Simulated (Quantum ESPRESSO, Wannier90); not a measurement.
**Wannierisation of MgTe (wurtzite)**

```xyz
4
Lattice="4.5902 0.0000 0.0000 -2.2951 3.9752 0.0000 0.0000 0.0000 7.4378" Properties=species:S:1:pos:R:3 pbc="T T T"
Mg     2.2951    -1.3251    -0.0298
Mg    -2.2951     1.3251     3.6891
Te     2.2951    -1.3251     2.7818
Te    -2.2951     1.3251    -0.9371
```

Structure: Materials Project mp-1039, symmetrised, not relaxed again. COD (Crystallography Open Database) has an entry of this formula and space group (matched by these alone). Computed values, not measurements, from PBEsol: Quantum ESPRESSO (norm-conserving PseudoDojo potentials, cutoff 68 Ry, spinors with spin-orbit coupling) on a Γ-centred 4×4×4 mesh, then Wannier90. Density: 12×12×4 mesh, cold smearing 0.01 Ry.

Base run: 32 functions from bands 37-88 of the 88 computed, start hydrogen-like Mg: s;p; Te: s;p, centres 0.05 Å off the atoms, frozen window up to 3.54 eV relative to the valence-band maximum, outer window open. One setting was then changed (edges relative to the valence-band maximum; misfit to pw.x on a path, for states up to 3.0 eV relative to the valence-band maximum).

| run | Ω_I (Å²) | rms misfit (meV) | worst (meV) |
|---|---|---|---|
| base | 61.47 | 22 | 124 |
| changed | 56.70 | 70 | 438 |

**Question.** Which change was made?
A) outer window to 13.27 eV
B) only the lowest 47 of the kept bands
C) no frozen window
D) frozen window to 0.54 eV

**Answer.** D, frozen window to 0.54 eV. The others give:

```
run                                   Ω_I (Å²)  rms misfit (meV)  worst (meV)
------------------------------------  --------  ----------------  -----------
no frozen window                         54.74               128          488
outer window to 13.27 eV                 61.50                23          123
only the lowest 47 of the kept bands     65.37                22          121
```
